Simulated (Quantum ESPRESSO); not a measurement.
## Kohn-Sham bands of AlInSb$_{2}$ (R3m)

```yaml
crystal:
  lattice:
    - [-2.27624, 3.94256, 0.00000]
    - [-4.55248, 0.00000, 0.00000]
    - [-2.27624, 1.31419, 7.40292]
  atoms:
    - { symbol: Al, position: [0.00029, 0.00029, 0.99913] }
    - { symbol: In, position: [0.49967, 0.49967, 0.50098] }
    - { symbol: Sb, position: [0.87944, 0.87944, 0.36169] }
    - { symbol: Sb, position: [0.37059, 0.37059, 0.88822] }
```

Cell from Materials Project (mp-1228866), symmetrised, no further relaxation. Not found in the COD (Crystallography Open Database) copy used; not checked further. Level: PBEsol, spinors with spin-orbit coupling; pw.x of Quantum ESPRESSO at 64 Ry with PseudoDojo potentials, 4×4×4 k-points, Wannier90. Density: 8×8×8 mesh, cold smearing 0.01 Ry. With spin-orbit coupling a semilocal functional can close or falsely invert a small gap; the band order was not checked against a better method.

**Question.** List the Kohn-Sham levels between −8 and 3.0 eV relative to the Fermi level at the high-symmetry points, as a band run of pw.x on that density gives them (levels within 2 meV counted together).

**Answer.** 
```csv
point,k (reciprocal lattice),levels (eV)
Γ,0.000 0.000 0.000,"-5.62 (×2), -1.51 (×2), -1.12 (×2), -0.74 (×2), -0.13 (×2), -0.06 (×2), 0.02 (×2), 0.52 (×2), 2.52 (×2), 2.69 (×2), 2.80 (×2)"
T,0.000 0.000 -0.500,"-3.94 (×2), -3.46 (×2), -1.32 (×2), -0.94 (×2), -0.81 (×2), -0.34 (×2), 0.56 (×2), 1.04 (×2)"
H_2,-0.312 -0.625 -0.812,"-5.73, -5.64, -5.46, -5.36, -3.45, -3.24, -3.16, -3.04, -2.06, -1.99, -1.86, -1.84, 1.48, 1.54, 1.92, 1.95"
H_0,-0.312 -0.688 -0.500,"-5.73, -5.64, -5.46, -5.36, -3.45, -3.24, -3.16, -3.04, -2.06, -1.99, -1.86, -1.84, 1.48, 1.54, 1.92, 1.95"
L,-0.500 -0.500 -0.500,"-5.48 (×2), -5.26 (×2), -2.94 (×2), -2.76 (×2), -2.08 (×2), -1.68 (×2), 1.22 (×2), 1.79 (×2)"
S_0,-0.344 -0.688 -0.344,"-5.73, -5.64, -5.45, -5.35, -3.54, -3.31, -3.15, -2.98, -2.16, -2.06, -1.85, -1.83, 1.41, 1.44, 2.45, 2.62"
S_2,-0.312 -0.656 -0.656,"-5.73, -5.64, -5.45, -5.35, -3.54, -3.31, -3.15, -2.98, -2.16, -2.06, -1.85, -1.83, 1.41, 1.44, 2.45, 2.62"
F,0.000 -0.500 -0.500,"-5.85 (×2), -5.55 (×2), -2.53 (×2), -2.29 (×2), -1.38 (×2), -0.96 (×2), 0.37 (×2), 0.99 (×2), 1.11 (×2)"
```
